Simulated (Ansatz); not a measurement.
Relaxed-ion elastic tensor of YB$_{6}$ in space group Pm-3m (No. 221; Y on 1a, B on 6f) in GPa (Voigt order), DFT-PBEsol in the program Ansatz with PAW potentials; density 3.77 g/cm³, 9.67 Å³ per atom.

```
 472  30.0  30.0   0.0   0.0   0.0
30.0   472  30.0   0.0   0.0   0.0
30.0  30.0   472   0.0   0.0   0.0
 0.0   0.0   0.0  32.0   0.0   0.0
 0.0   0.0   0.0   0.0  32.0   0.0
 0.0   0.0   0.0   0.0   0.0  32.0
```

Question: Is the crystal mechanically stable?

Answer: Yes: the smallest eigenvalue of C is 32.0 GPa.

Question: Work out the Voigt, Reuss and Hill averages.

Answer: K_V = 177, K_R = 177, K_H = 177; G_V = 108, G_R = 48.7, G_H = 78.1 GPa.

Question: Give Young's modulus, Poisson's ratio, Pugh's ratio and the universal anisotropy index.

Answer: E = 9KG/(3K + G) = 204 GPa; ν = 0.31; K/G = 2.27 (ductile by the Pugh limit of 1.75); A_U = 5G_V/G_R + K_V/K_R − 6 = 6.05.

Question: Estimate the sound speeds and the Debye temperature.

Answer: v_l = √((K + 4G/3)/ρ) = 8640 m/s, v_t = √(G/ρ) = 4550 m/s, mean 5090 m/s; Θ = (h/k)(3n/4πV)^(1/3) v_m = 711 K.

Question: Give the Zener ratio and Young's modulus along [100], [110] and [111].

Answer: A = 2C44/(C11 − C12) = 0.14; 1/E = S11 − 2(S11 − S12 − S44/2)Γ with Γ = 0, 1/4, 1/3 gives 468, 114, 90.6 GPa.

Question: Solve the Christoffel equation for the three sound speeds along [100], [110], [111].

Answer: Eigenvalues of C_ijkl n_j n_l equal ρv². In km/s, slowest first: [100] 2.91, 2.91, 11.18; [110] 2.91, 7.65, 8.66; [111] 6.47, 6.47, 7.64.

The first step of the workflow began from a Materials Project structure, measured or hypothetical; the Crystallography Open Database files this formula in space group No. 221, but the cells were not matched. Its standing as an ambient phase is unchecked. The cell was relaxed with PBEsol under the symmetry of its start; whether a distortion lowers the energy is not shown. No spin polarisation was allowed. As this level gives no gap, shear constants depend on the k-mesh and smearing (Fermi–Dirac, 0.1 eV here).

Potentials: the later of the program's two PAW sets.
